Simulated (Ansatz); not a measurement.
BP:
```
CELL_PARAMETERS angstrom
      0.00000     2.24536     2.24536
      2.24536     0.00000     2.24536
      2.24536     2.24536     0.00000
ATOMIC_POSITIONS crystal
  B  0.00000 0.00000 0.00000
  P  0.75000 0.75000 0.75000
```

Relaxed with LDA. Special points in fractions of this cell's reciprocal vectors: Γ (0.000, 0.000, 0.000); X (0.500, 0.000, 0.500); U (0.625, 0.250, 0.625); K (0.375, 0.375, 0.750); L (0.500, 0.500, 0.500); W (0.500, 0.250, 0.750).

List the band energies nearest the valence-band maximum at these points for LDA in the plane-wave PAW code Ansatz.

In eV from the valence-band maximum; about four levels below and three above (degenerate sets whole), none deeper than 8.9 eV; … stands for higher levels left out; points with the same levels are listed once.

```tsv
k	below	above
Γ	0.00 0.00 0.00	3.43 3.43 3.43
X	-8.65 -4.22 -4.22	1.24 1.52 …
U	-8.21 -6.44 -3.59	2.05 5.98 9.83
L	-1.79 -1.79	3.95 4.69 4.69
W	-8.06 -5.87 -5.67	5.23 6.73 7.34
```

Space group F-43m (zinc blende). The cell was relaxed with LDA under the symmetry of its start; phonons on a q-mesh show no instability.

Potentials: the earlier of the program's two PAW sets.
